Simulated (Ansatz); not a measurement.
All numbers below come from Ansatz, DFT PBE, scalar-relativistic, plane waves, PAW. All cells share a 420 eV cutoff and Γ-centred k meshes spaced at most about 0.3 Å⁻¹ (2π included). No spin polarisation in the final relaxations.

All energies are static (0 K, no zero-point motion).

Two forms of Al3B2As5 were relaxed alike.

1. Space group I-4m2 (No. 119), tetragonal, a = 3.751 Å, c = 27.543 Å. Around Al on a site of symmetry 2mm lie 4 As at 2.42–2.43 Å; Al on a site of symmetry -4m2 is surrounded by 4 As at 2.42 Å; B is surrounded by 4 As at 2.19–2.20 Å; As on a site of symmetry 2mm is surrounded by 2 B at 2.20 Å and 2 Al at 2.43 Å; around As on a second site of symmetry 2mm lie 4 Al at 2.42 Å; 1 more site not described.

2. Space group I-4m2 (No. 119), tetragonal, a = 3.750 Å, c = 27.685 Å. Al on a site of symmetry 2mm has 4 As at 2.42–2.43 Å; Al on a site of symmetry -4m2 has 4 As at 2.43 Å; around B lie 4 As at 2.20 Å; As on a site of symmetry 2mm is surrounded by 2 B at 2.20 Å and 2 Al at 2.43 Å; As on a site of symmetry -4m2 has 4 Al at 2.42 Å; 1 more site not described.

Problem. Which arrangement of the elements on these sites is preferred, and by what margin?

Solution. Cell 1 is lower, by 27 meV/atom. The two share one framework of sites and differ in which element sits where. Cell 1 has Al and B ordered on zinc blende sites, space group I-4m2 (No. 119), 19.4 Å³/atom and a gap of 0.57 eV on its mesh; cell 2 has Al and B ordered on zinc blende sites, space group I-4m2 (No. 119), 19.5 Å³/atom and a gap of 0.74 eV. Counting As atoms around Al and B (those within 1.25 times the shortest such distance or 1.15 times the sum of covalent radii), cell 1 and cell 2 both have Al 4, B 4. Both come from invented guesses.

Kohn–Sham gaps at this level usually fall short of measured ones. Cells relaxed within their symmetry can be saddle points.
